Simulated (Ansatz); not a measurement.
Turning moments in MnCo

We look at MnCo: a test cell of our own (not relaxed), with 2 atoms per cell.

```
CELL_PARAMETERS angstrom
2.45180 0.00000 0.00000
-1.22590 2.12333 0.00000
0.00000 0.00000 4.00380
ATOMIC_POSITIONS crystal
Co 0.33333 0.66667 0.25000
Mn 0.66667 0.33333 0.75000
```

Atoms are numbered from 1 in the order listed.

Method: DFT, LDA, PAW (an earlier, harder data set), plane waves, scalar-relativistic (Ansatz).

```yaml
plane_wave_cutoff: 800 eV
k_point_mesh: 4×4×3 (Γ-centred)
occupations: Fermi–Dirac smearing, 0.1 eV
```

The mesh is coarse, so energy differences (and at times their sign) aren't converged.

Spins are non-collinear; moments are vectors (x, y, z) in μB. Without spin–orbit coupling a common rotation of all moments costs nothing, so only their relative directions matter.

Default search: extra SCF cycles where an unstable direction or a doubtful shell filling shows. With a search on, the program may also reshape the start on open shells.

Only this run was made, so its end need not be the lowest state of the cell.

Question: Start Co1 (0.42, 1.23, 0.05), Mn2 (1.07, -1.97, -1.11); default search for lower states. What happens?

Answer: It converges in 32 iterations: no moments; the program warns that the starting moments weren't kept.
